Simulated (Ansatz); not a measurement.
# SrTiO3, a database entry at a rescaled volume

```
CELL_PARAMETERS angstrom
3.87232 0.00000 3.87232
0.00000 3.87232 0.00000
3.87232 0.00000 -3.87232
ATOMIC_POSITIONS crystal
Sr 0.00000 0.50000 0.50000
Sr 0.50000 0.50000 0.00000
Ti 0.00000 0.00000 0.00000
Ti 0.50000 0.00000 0.50000
O 0.25000 0.00000 0.25000
O 0.75000 0.00000 0.75000
O 0.00000 0.50000 0.00000
O 0.50000 0.50000 0.50000
O 0.25000 0.00000 0.75000
O 0.75000 0.00000 0.25000
```

Level: PBE, with U = 6.67 eV and J = 0.77 eV on Ti d (all-electron-ortho-atomic projectors), no spin polarisation; 420 eV; 5×7×5 Γ-centred mesh; fermi-dirac occupations (width 0.1 eV); Ansatz 0.2.0, fixed geometry.

**Question.** What does the stress say?

**Answer.** The pressure is 11.9 GPa (compression positive), so with the atoms held at these fractions the cell would first expand.

**Question.** How is the charge shared?

**Answer.** Bader charges in e: Sr +1.58, Ti +2.43, O -1.34. In the mean Ti gives up most and O takes most.

**Question.** Which orbitals make up the band edges?

**Answer.** Within 0.7 eV of the edges, the states project mainly on O p (98 %) below the gap and on Ti d (93 %) above it.

**Question.** What is the band gap?

**Answer.** The gap is 2.73 eV, indirect (the least direct gap found is 2.82 eV).

Origin: a database entry at a rescaled volume. Caveats: atoms or cell far from equilibrium.
